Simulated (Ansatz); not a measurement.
Relaxing one composition in several structure types shows which are competitive, which pressure would favour, and how volume and gap change with structure.

ZrGe, rock salt serves as the reference. The reference is the lowest phase computed, which need not be the stable form in nature.

Computed with Ansatz, a plane-wave PAW program. energy: PBE, total energy at 0 K with the change to a 700 eV cutoff added (comparable within one formula alone); volume per atom: PBE, relaxed cell; gap: PBE; bulk modulus: PBE, equation-of-state fit.

Model phases, started by placing the elements on a structure type or from a typed cell, with no claim that they are known: ZrGe, NbAs type, I4₁md; ZrGe, CoSn type, P6/mmm; ZrGe, NiAs type; ZrGe, rock salt; ZrGe, WC type, P-6m2. No gap (0.00) means none at this level, which can close a small real gap. Spin–orbit coupling is left out unless named.

The figures follow from the printed values by these rules: ΔE = E − E_ref; ΔV = V − V_ref; temperature scale ΔE/k_B = 11.605 K/meV × ΔE.

| crystal | E (eV/atom) | V (Å³/atom) | gap (eV) | B₀ (GPa) | ΔE (meV/atom) | ΔV (Å³/atom) | ΔE/k_B (K) |
|---|---|---|---|---|---|---|---|
| ZrGe, NbAs type, I4₁md | −4239.840 | 21.28 | 0.00 | 102 | 177.7 | 0.72 | 2100 |
| ZrGe, CoSn type, P6/mmm | −4239.666 | 23.61 | 0.00 | 88.2 | 497.0 | 3.05 | 5800 |
| ZrGe, NiAs type | −4239.991 | 21.56 | 0.00 | 100 | 172.0 | 1.00 | 2000 |
| ZrGe, rock salt, reference | −4240.163 | 20.56 | 0.00 | 110 | 0.0 | 0.00 | 0 |
| ZrGe, WC type, P-6m2 | −4239.870 | 19.77 | 0.00 | 102 | 293.0 | −0.79 | 3400 |

Problem. Check the column «ΔE (meV/atom)» against the rules: one row is wrong, and what depends on it inherits the slip. Find and correct it.

Solution. The row of ZrGe, NbAs type, I4₁md shows 177.7. From its own inputs, ΔE = 1000 × (−4239.840 − (−4240.163)) = 323.0 meV/atom. Carried on: ΔE/k_B: 11.605 × 323.0 = 3700 K. The other rows agree with the rules.

With the correction: By ΔE (lowest first): ZrGe, rock salt (0.0 ± 5.0), ZrGe, NiAs type (172.0 ± 5.0), ZrGe, WC type, P-6m2 (293.0 ± 5.0), ZrGe, NbAs type, I4₁md (323.0 ± 5.0), ZrGe, CoSn type, P6/mmm (497.0 ± 5.0). The ± follows from allowances picked for this note (energy 0.004 eV/atom, 3 meV/atom on the figure itself), carried to first order and added in quadrature, each row's own inputs moving alone; ≈ joins neighbours closer than their two ± added in quadrature.

Vibrational free energy is left out, and phases that were not computed could lie lower. Rows are a sample of the computed phases of this formula. Limits of the draw: a spread of over 30 meV/atom, none over 0.9 eV/atom above the reference, within 8 meV/atom of the lowest or within 3 meV/atom of a neighbour. As a rule kept out of such tables: 4f compounds, open-shell compounds run without a Hubbard term, cells found unstable in the tests at hand, cells close to a higher symmetry, and runs set to a pressure or over 12 % in volume from the crystal's fullest run.
